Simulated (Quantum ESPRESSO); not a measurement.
## Ge7 (input and log of a self-consistent run)

Computed values, not a measurement. The program is pw.x of Quantum ESPRESSO 7.5 (plane-wave density functional theory). The cell is made up: 7 atoms on a zincblende/diamond lattice with one site empty, with randomly drawn elements, strain and displacements, not relaxed. PseudoDojo standard norm-conserving files (v0.5 for PBE, v0.4.1 for LDA and PBEsol) set the functional; there is no spin polarisation, spin-orbit coupling or dispersion term, and the masses in the input are unused placeholders. A spin-polarised start on this cell or one of its family kept no moment.

Input:

```
&control calculation='scf', pseudo_dir='./dojo.nc.sr.pbe.v0_5.standard.upf', outdir='./o', disk_io='low', tprnfor=.true., tstress=.true. /
&system ibrav=0, nat=7, ntyp=1, nbnd=59, ecutwfc=77.98206166, nosym=.true., tot_charge=0,
 occupations='smearing', smearing='fd', degauss=0.0073498644
/
&electrons conv_thr=7.350e-09, electron_maxstep=60, /
ATOMIC_SPECIES
Ge 1.0 Ge.upf
CELL_PARAMETERS angstrom
5.6683 0.0112 0.0168
0.0112 5.577 0.0771
0.0164 0.0753 5.6376
ATOMIC_POSITIONS angstrom
Ge -0.0573 0.0168 -0.0036
Ge -0.0313 2.8086 2.9191
Ge 2.8603 -0.0428 2.8688
Ge 1.4578 1.4273 1.3917
Ge 1.4914 4.2426 4.3284
Ge 4.2697 1.4738 4.2682
Ge 4.1887 4.1988 1.4324
K_POINTS automatic
6 6 6 1 1 1
```

The log is shortened where brackets say so; the opening notice, blank lines, dates and the lines on written files are dropped, and the path of the files is cut. It prints rydbergs, bohrs and kilobars, and counts compression as positive stress.

```
     Program PWSCF v.7.5
     Parallel version (MPI & OpenMP), running on       4 processor cores
     Number of MPI processes:                 4
     Threads/MPI process:                     1
     [start-up lines left out]
     bravais-lattice index     =            0
     lattice parameter (alat)  =      10.7116  a.u.
     unit-cell volume          =    1202.4270 (a.u.)^3
     number of atoms/cell      =            7
     number of atomic types    =            1
     number of electrons       =        98.00
     number of Kohn-Sham states=           59
     kinetic-energy cutoff     =      77.9821  Ry
     charge density cutoff     =     311.9282  Ry
     scf convergence threshold =      7.3E-09
     mixing beta               =       0.7000
     number of iterations used =            8  plain     mixing
     Exchange-correlation= PBE
                           (   1   4   3   4   0   0   0)
     [axes and pseudopotential details left out]
   Cartesian axes
     site n.     atom                  positions (alat units)
         1        Ge     tau(   1) = (  -0.0101088   0.0029638  -0.0006351  )
         2        Ge     tau(   2) = (  -0.0055219   0.4954893   0.5149836  )
         3        Ge     tau(   3) = (   0.5046102  -0.0075507   0.5061097  )
         4        Ge     tau(   4) = (   0.2571831   0.2518023   0.2455218  )
         5        Ge     tau(   5) = (   0.2631107   0.7484736   0.7636103  )
         6        Ge     tau(   6) = (   0.7532546   0.2600058   0.7529899  )
         7        Ge     tau(   7) = (   0.7389647   0.7407465   0.2527020  )
     number of k points=   108  Fermi-Dirac smearing, width (Ry)=  0.0073
     Number of k-points >= 100: set verbosity='high' to print them.
     Dense  grid:   111883 G-vectors     FFT dimensions: (  64,  60,  60)
     Estimated max dynamical RAM per process >     494.22 MB
     Estimated total dynamical RAM >       1.85 GB
     Initial potential from superposition of free atoms
     starting charge      97.9942, renormalised to      98.0000
     Starting wfcs are   63 randomized atomic wfcs
     total cpu time spent up to now is       10.2 secs
     per-process dynamical memory:   437.9 Mb
     Self-consistent Calculation
     iteration #  1     ecut=    77.98 Ry     beta= 0.70
     Davidson diagonalization with overlap
     ethr =  1.00E-02,  avg # of iterations =  3.0
     Threshold (ethr) on eigenvalues was too large:
     Diagonalizing with lowered threshold
     Davidson diagonalization with overlap
     ethr =  9.30E-05,  avg # of iterations =  7.4
     total cpu time spent up to now is       74.1 secs
     total energy              =   -1250.31123708 Ry
     estimated scf accuracy    <       0.10445410 Ry
     iteration #  2     ecut=    77.98 Ry     beta= 0.70
     Davidson diagonalization with overlap
     ethr =  1.07E-04,  avg # of iterations =  2.0
     total cpu time spent up to now is      100.2 secs
     total energy              =   -1250.31638704 Ry
     estimated scf accuracy    <       0.03089030 Ry
     iteration #  3     ecut=    77.98 Ry     beta= 0.70
     Davidson diagonalization with overlap
     ethr =  3.15E-05,  avg # of iterations =  2.2
     total cpu time spent up to now is      126.7 secs
     total energy              =   -1250.32465090 Ry
     estimated scf accuracy    <       0.01128375 Ry
     iteration #  4     ecut=    77.98 Ry     beta= 0.70
     Davidson diagonalization with overlap
     ethr =  1.15E-05,  avg # of iterations =  2.2
     total cpu time spent up to now is      150.2 secs
     total energy              =   -1250.32657895 Ry
     estimated scf accuracy    <       0.00242833 Ry
     iteration #  5     ecut=    77.98 Ry     beta= 0.70
     Davidson diagonalization with overlap
     c_bands:  1 eigenvalues not converged
     ethr =  2.48E-06,  avg # of iterations =  5.1
     total cpu time spent up to now is      177.1 secs
     total energy              =   -1250.32709116 Ry
     estimated scf accuracy    <       0.00006888 Ry
     iteration #  6     ecut=    77.98 Ry     beta= 0.70
     Davidson diagonalization with overlap
     ethr =  7.03E-08,  avg # of iterations =  3.4
     total cpu time spent up to now is      201.9 secs
     total energy              =   -1250.32710458 Ry
     estimated scf accuracy    <       0.00000869 Ry
     iteration #  7     ecut=    77.98 Ry     beta= 0.70
     Davidson diagonalization with overlap
     ethr =  8.87E-09,  avg # of iterations =  2.8
     total cpu time spent up to now is      228.9 secs
     total energy              =   -1250.32710677 Ry
     estimated scf accuracy    <       0.00000206 Ry
     iteration #  8     ecut=    77.98 Ry     beta= 0.70
     Davidson diagonalization with overlap
     ethr =  2.10E-09,  avg # of iterations =  2.0
     total cpu time spent up to now is      252.3 secs
     total energy              =   -1250.32710721 Ry
     estimated scf accuracy    <       0.00000014 Ry
     iteration #  9     ecut=    77.98 Ry     beta= 0.70
     Davidson diagonalization with overlap
     ethr =  1.42E-10,  avg # of iterations =  2.9
     total cpu time spent up to now is      284.1 secs
     total energy              =   -1250.32710724 Ry
     estimated scf accuracy    <       0.00000002 Ry
     iteration # 10     ecut=    77.98 Ry     beta= 0.70
     Davidson diagonalization with overlap
     ethr =  2.49E-11,  avg # of iterations =  3.0
     total cpu time spent up to now is      308.2 secs
     total energy              =   -1250.32710725 Ry
     estimated scf accuracy    <       0.00000001 Ry
     iteration # 11     ecut=    77.98 Ry     beta= 0.70
     Davidson diagonalization with overlap
     ethr =  1.12E-11,  avg # of iterations =  2.0
     total cpu time spent up to now is      331.3 secs
     End of self-consistent calculation
     Number of k-points >= 100: set verbosity='high' to print the bands.
     the Fermi energy is     7.8699 ev
!    total energy              =   -1250.32710725 Ry
     estimated scf accuracy    <          5.5E-10 Ry
     smearing contrib. (-TS)   =      -0.00526255 Ry
     internal energy E=F+TS    =   -1250.32184471 Ry
     The total energy is F=E-TS. E is the sum of the following terms:
     one-electron contribution =    -708.01516485 Ry
     hartree contribution      =     415.17953910 Ry
     xc contribution           =    -305.25355806 Ry
     ewald contribution        =    -652.23266090 Ry
     convergence has been achieved in  11 iterations
     Forces acting on atoms (cartesian axes, Ry/au):
     atom    1 type  1   force =     0.03147704   -0.00637294    0.00924729
     atom    2 type  1   force =     0.03460330    0.02692390   -0.03537356
     atom    3 type  1   force =     0.01173129    0.04340904   -0.01885011
     atom    4 type  1   force =    -0.00000251    0.01244468    0.00491304
     atom    5 type  1   force =    -0.03016599   -0.03630382    0.03108166
     atom    6 type  1   force =    -0.04715985   -0.00656726    0.01054373
     atom    7 type  1   force =    -0.00048328   -0.03353360   -0.00156204
     Total force =     0.116389     Total SCF correction =     0.000195
     Computing stress (Cartesian axis) and pressure
          total   stress  (Ry/bohr**3)                   (kbar)     P=       15.77
   0.00007492   0.00004766  -0.00011818           11.02        7.01      -17.38
   0.00004766   0.00014539  -0.00015599            7.01       21.39      -22.95
  -0.00011818  -0.00015599   0.00010121          -17.38      -22.95       14.89
     init_run     :      9.44s CPU      9.82s WALL (       1 calls)
     electrons    :    319.66s CPU    321.13s WALL (       1 calls)
     forces       :      2.98s CPU      3.00s WALL (       1 calls)
     stress       :     10.73s CPU     10.73s WALL (       1 calls)
     [timing details left out]
     PWSCF        :   5m43.36s CPU   5m45.38s WALL
     JOB DONE.
```

In other units: free energy -17011.567 eV for the cell, pressure 1.58 GPa, largest force component 1.213 eV/Å. A rerun of the same cell at another strain at 1347 eV and a 8 x 8 x 8 mesh moved values by no more than 0.007 eV in energy, 0.02 GPa in stress and 0.005 eV/Å in force.